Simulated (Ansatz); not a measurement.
Input:

Ge:
```cif
data_Ge12
_chemical_formula_sum 'Ge12'
_space_group_name_H-M_alt 'Im-3m'
_space_group_IT_number 229
_space_group_name_Hall '-I 4 2 3'
_cell_length_a 7.00638
_cell_length_b 7.00638
_cell_length_c 7.00638
_cell_angle_alpha 90.000
_cell_angle_beta 90.000
_cell_angle_gamma 90.000
loop_
_atom_site_label
_atom_site_type_symbol
_atom_site_symmetry_multiplicity
_atom_site_Wyckoff_symbol
_atom_site_fract_x
_atom_site_fract_y
_atom_site_fract_z
_atom_site_occupancy
Ge1 Ge 12 d 0.00000 0.25000 0.50000 1
```
(The calculation used a cell of 6 atoms; values per cell refer to that cell.)

This is the PBEsol-relaxed structure.

### Question
All from DFT-PBEsol in the program Ansatz with PAW potentials, unless another level is named. Predict the electronic character.

### Answer
metallic (no gap).

### Question
Predict the density of states at the Fermi level.

### Answer
0.05 states/eV per atom (mean over ±0.08 eV).

### Question
And the gap with spin–orbit coupling?

### Answer
none (metallic).

The start of the workflow was typed in or built on a structure type; the Crystallography Open Database copy checked does not list it. It is not the phase usual at ambient conditions (space group No. 227). The PBEsol relaxation kept the symmetry of its start; of distortions, only those at the zone centre were tested. The volume moved by 22 % from the start of the relaxation. Scalar-relativistic: spin–orbit coupling is off unless named, which matters more the heavier the elements.

Potentials: the later of the program's two PAW sets.
